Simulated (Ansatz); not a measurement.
**Structures of Ga2F: which is lowest?**

Plane-wave DFT in Ansatz with scalar-relativistic PAW potentials, cutoff 420 eV, Γ-centred meshes chosen by cell and gap, Gaussian smearing with energies taken to zero width. Every cell was relaxed (cell and atoms) in a run of its own, within the symmetry of its start. Functional: PBE.

Relaxed structures (starts from databases or built by putting these elements on another compound's sites):
A. P6_3mc, 6 atoms in the computed cell, a = 3.023 Å, c = 13.200 Å; sites (symmetry × multiplicity) Ga 3m. × 2 + 3m. × 2, F 3m. × 2; start: built
B. P6/mmm, 3 atoms in the computed cell, a = 4.556 Å, c = 2.806 Å; sites (symmetry × multiplicity) Ga -6m2 × 2, F 6/mmm × 1; start: built
C. R-3m, 3 atoms in the computed cell, a = 2.947 Å, c = 19.350 Å; sites (symmetry × multiplicity) Ga 3m × 6, F -3m × 3; start: built

Rank them by energy. Could pressure change the order?

```tsv
structure	group	E − E(lowest) (meV/atom)	V (Å³/atom)	gap on mesh (eV)
A	P6_3mc	0.0	17.41	0.00
C	R-3m	28.5	16.17	0.00
B	P6/mmm	291	16.81	0.00
```

A is lowest, 28 meV/atom under C. C is denser by 1.24 Å³/atom, so pressure favours it: ΔE/ΔV, with ΔE in eV and 1 eV/Å³ = 160.2 GPa, gives about 3.7 GPa for equal enthalpy if both cells were rigid, a rough figure since the two compress differently. Other structures may lie lower than all of these, and vibrations aren't counted.

Spin polarisation was left out, and a magnetic state may lie lower.